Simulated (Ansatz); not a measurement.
Problem. Each is relaxed and computed with PBEsol in the plane-wave PAW code Ansatz. Which is the only one with a gap?
(A) Mg2Si, P4/nmm (Mg on 2a, Mg on 2c, Si on 2c)
(B) SrCd2Ge2, I4/mmm (Sr on 2a, Ge on 4e, Cd on 4d)
(C) MgB2, P6/mmm (Mg on 1a, B on 2d)
(D) MgCdTe2, R3m (Mg on 3a, Cd on 3a, Te on 3a, Te on 3a)

Solution. D, MgCdTe2, R3m (Mg on 3a, Cd on 3a, Te on 3a, Te on 3a). MgCdTe2: gap 1.28 eV (direct); SrCd2Ge2: metal; MgB2: metal; Mg2Si: metal. Not the usual ambient phase: Mg2Si, P4/nmm (Mg on 2a, Mg on 2c, Si on 2c). Standing as an ambient phase not checked: MgCdTe2, R3m (Mg on 3a, Cd on 3a, Te on 3a, Te on 3a); SrCd2Ge2, I4/mmm (Sr on 2a, Ge on 4e, Cd on 4d). Perhaps ordered models of mixed-site phases: MgCdTe2, R3m (Mg on 3a, Cd on 3a, Te on 3a, Te on 3a). All cells were relaxed under the symmetry of their starts (and spin orders); stability against distortions was not tested throughout. Scalar-relativistic: spin–orbit coupling is off unless named, which matters more the heavier the elements.

Potentials: the later of the program's two PAW sets.
